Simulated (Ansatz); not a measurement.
The relaxed structure here is a generated cell of TiS2: the first start was made by placing the elements on the sites of a structure type, and the end was not matched to a known phase here, so it may be hypothetical. Known forms of TiS2 include space group No. 164.

One stationary structure of TiS2. Space group P-62m (No. 189), AFLOW prototype A2B_hP9_189_fg_bc (C22, as in Fe2P). Level of theory: PBEsol (plane waves to 420 eV, PAW, scalar-relativistic; Ansatz, a first-principles code).

```xyz
9
Lattice="6.7370 0.0000 0.0000 -3.3685 5.8344 0.0000 0.0000 0.0000 3.3630" Properties=species:S:1:pos:R:3 pbc="T T T"
Ti     3.3685     1.9448     0.0000
Ti     0.0000     0.0000     1.6815
Ti     0.0000     3.8896     0.0000
S     -1.3050     2.2604     1.6815
S      2.0635     3.5741     1.6815
S      2.6100     0.0000     1.6815
S      0.9144     1.5838     0.0000
S      4.9082     0.0000     0.0000
S     -2.4541     4.2506     0.0000
```

Q: Estimate the band gap that PBEsol returns for this input.

A: No gap on the sampled points, where the bands overlap only slightly; such a result is sensitive to mesh and level.

No spin polarisation in the result.

It was reached from a disturbed copy of a P-3 (No. 147) cell, against which it lies -0.06 eV/atom.
